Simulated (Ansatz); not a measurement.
Relaxed CdS (zinc blende):

```yaml
crystal:
  lattice:
    - [0.00000, 5.92662, 5.92662]
    - [2.96331, 0.00000, 2.96331]
    - [2.96331, 2.96331, 0.00000]
  atoms:
    - { symbol: S, position: [0.37500, 0.75000, 0.75000] }
    - { symbol: S, position: [0.87500, 0.75000, 0.75000] }
    - { symbol: Cd, position: [0.00000, 0.00000, 0.00000] }
    - { symbol: Cd, position: [0.50000, 0.00000, 0.00000] }
```

The atoms are displaced by Q × the pattern below (from a DFPT mode at L = (0.5, 0.0, 0.0), largest move 1; Q in Å), at fixed cell. (q is in reciprocal vectors of the primitive cell; the cell shown is doubled to hold the pattern.)

```csv
atom,x,y,z
S1,0.577,-0.577,-0.577
S2,-0.577,0.577,0.577
Cd3,-0.048,0.048,0.048
Cd4,0.048,-0.048,-0.048
```

Level of theory: PBE (plane waves to 420 eV, PAW, scalar-relativistic; Ansatz, an electronic-structure program). k mesh 5×10×10 (Γ-centred), Fermi-Dirac smearing 0.05 eV. CdS was relaxed with its symmetry unable to fall. 

| Q (Å) | −dE/dQ from forces (eV/Å) |
|---|---|
| -0.100 | 1.933 |
| -0.083 | 1.603 |
| -0.067 | 1.278 |
| -0.050 | 0.955 |
| -0.033 | 0.635 |
| -0.017 | 0.317 |
| 0.000 | 0.000 |
| 0.017 | -0.317 |
| 0.033 | -0.635 |
| 0.050 | -0.955 |
| 0.067 | -1.278 |
| 0.083 | -1.603 |
| 0.100 | -1.933 |

Question: What harmonic wavenumber does the curvature at Q = 0 give?

Answer: 281 cm⁻¹. E″ = 19.03 eV/Å², M = Σ mᵢ|uᵢ|² = 65.7 u, ν̃ = 521.5·√(|E″|/M).

(A displaced cell: forces are minus the slopes of the energy, force constants its curvatures, and phonons follow from these.)
